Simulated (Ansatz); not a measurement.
The start is a generated trial cell of Bi in the AFLOW prototype A_hR1_166_a (A10, as in Hg). Cell shape, volume and atoms are optimised at zero target pressure with r2SCAN (plane waves to 500 eV, PAW, scalar-relativistic; Ansatz, a quantum-chemistry and plane-wave program). First-step values are on the input's coarse k-mesh.

Ansatz input (later rounds restart from its end on a renewed k-mesh):
Ansatz 0.2 input:
```yaml
crystal:
  lattice:
    - [1.9576, 1.1302209, 2.5152299]
    - [-1.9576, 1.1302209, 2.5152299]
    - [0, -2.2604418, 2.5152299]
  atoms:
    - { symbol: Bi, position: [0, 0, 0] }
basis: { ecutwfc: 500, ecutrho_ratio: 4, xc_grid: 4, fft_grid_basis: typed }
kpoints: { mp_grid: { grid: [11, 11, 11] } }
hamiltonian:
  xc: r2scan
  dispersion: none
  pseudopotentials: { azcp: { folder: ./paw }, kind: paw }
scf: { occupations: { method: fermi_dirac, width: 0.05 } }
relax: { f_tol: 0.01, max_steps: 100, cell: { stress_tol: 0.02 } }
output: { forces: true, stress: true }
```

```yaml
outcome: The space group goes from R-3m (No. 166) to Pm-3m (No. 221); the end is simple cubic type, with 1 atom in the primitive cell
volume_change: +3.2 %, from 33.39 to 34.44 Å³/atom
Shortest distances (start → end): "The closest pairs of elements (up to four, under 3.6 Å), start → end: Bi–Bi 3.38 → 3.25 Å"
band_gap_at_the_end: no gap (metallic)
optimiser_moves: 12
```

The end point of the relaxation:

```cif
data_Bi
_chemical_formula_sum 'Bi1'
_space_group_name_H-M_alt 'Pm-3m'
_space_group_IT_number 221
_space_group_name_Hall '-P 4 2 3'
_cell_length_a 3.25361
_cell_length_b 3.25361
_cell_length_c 3.25361
_cell_angle_alpha 90.000
_cell_angle_beta 90.000
_cell_angle_gamma 90.000
loop_
_atom_site_label
_atom_site_type_symbol
_atom_site_symmetry_multiplicity
_atom_site_Wyckoff_symbol
_atom_site_fract_x
_atom_site_fract_y
_atom_site_fract_z
_atom_site_occupancy
Bi1 Bi 1 a 0.00000 0.00000 0.00000 1
```

Final values are on a 14×14×14 k-mesh of the relaxed cell. No spin polarisation in the result.

The run could not lose the symmetry of its start, so the end can be a saddle point.

The relaxed structure here is a generated cell of Bi: the first start was made by placing the elements on the sites of a structure type, and the end was not matched to a known phase here, so it may be hypothetical. Known forms of Bi include space group No. 166.
